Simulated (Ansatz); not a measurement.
NiO (Fm-3m): energy against total spin moment

Computed with Ansatz (plane waves, PAW): LDA+U, U = 6.0 eV, J = 0.9 eV (Liechtenstein form) on Ni d, fully localised double counting, collinear spin, scalar-relativistic, 420 eV, PAW set soft_2 (made for PBE), 8×8×8 mesh, Gaussian smearing of 0.05 eV.

```
CELL_PARAMETERS angstrom
0.00000 2.09131 2.09131
2.09131 0.00000 2.09131
2.09131 2.09131 0.00000
ATOMIC_POSITIONS crystal
Ni 0.00000 0.00000 0.00000
O 0.50000 0.50000 0.50000
```

The structure is that of a cell as deposited in COD, unrelaxed.

Cell and atoms stay fixed. The reference is a free state that was started with parallel moments (start: natural orbitals of the symmetric run filled by rank) and keeps them. It has 8 d electrons in filled orbitals, 2 of them unpaired, the high-spin filling, a gap of 1.52 eV and a whole-number cell moment of 2 μB, as a collinear insulator must have; cell moment 2.00 μB, site moments in spheres Ni 1.69; O 0.24 μB, shell filling Ni 5↑ 3↓, 8.29 e. A natural orbital (eigenvector of a shell's occupation matrix) is counted as filled above 0.75 (0.9 in a metal) and as partly filled from 0.35 up to that; ↑ and ↓ are the spin channels. The formal moment from which the starts were built is 2 μB a cell. The total moment M = N↑ − N↓ was then locked, each spin with its own Fermi level. Locks at 70 % of the formal moment or more started from the reference's natural orbitals, filled by rank with the formal electron count; the others from atoms with scaled moments, and the lock at zero from atoms without moments.

| M (μB/cell) | ΔE (meV/atom) | ΔE (eV/cell) | site moments (μB) | shell filling | E_F↑ − E_F↓ (eV) | flags |
| --- | --- | --- | --- | --- | --- | --- |
| 0.00 | 816.9 | 1.63 | under 0.05 | Ni 3↑(+2 partly) 3↓(+2 partly), 8.63 e | 0.00 | – |
| 0.50 | 725.1 | 1.45 | Ni 0.56; O -0.08 | Ni 3↑(+2 partly) 3↓(+2 partly), 8.61 e | -1.37 | – |
| 1.00 | 518.1 | 1.04 | Ni 1.01 | Ni 5↑ 3↓(+2 partly), 8.54 e | -1.93 | – |
| 2.00 | 0.0 | 0.00 | Ni 1.69; O 0.24 | Ni 5↑ 3↓, 8.29 e | – | – |

ΔE counts from the reference.

At M = 0.00, 0.50, 1.00 μB the count of filled and partly filled orbitals of each spin differs from the reference's, which may be the change of moment itself or a change of state.

At M = 0.00, 0.50 μB the shells hold other numbers of electrons than in the reference (8.63, 8.61 against 8.29 an ion), so charge has moved as well as spin.

For M = 1.00 μB: The Hubbard term of the energy is 0.38 eV per cell in the reference and 1.63 eV in the locked state. Of the difference of 1.04 eV per cell, the Hubbard term gives 1.24 eV and all other terms -0.21 eV, so the Hubbard term alone decides the order: the other terms favour the locked state. The other terms are taken on each state's own density, so they aren't the result of a run without U.

Holding the site moments themselves (in spheres) instead: Ni1 1.77 μB lies at 16.4 meV/atom.

In the reference the fixed cell carries a pressure of -6.3 GPa (the cell is larger than this level of theory would relax to); relaxing would change energies and could change the order of close states.

With one Ni ion in the cell, Ni moments can't oppose each other.

The points needn't share one orbital state, so they needn't lie on one smooth curve, and a lower state can't be excluded at any of them. For metallic states the mesh is coarse, so energy differences carry some meV/atom. U wasn't fitted or computed for this material, so the results show what this U gives and needn't match the real solid. A gap on the mesh alone may shrink between mesh points.
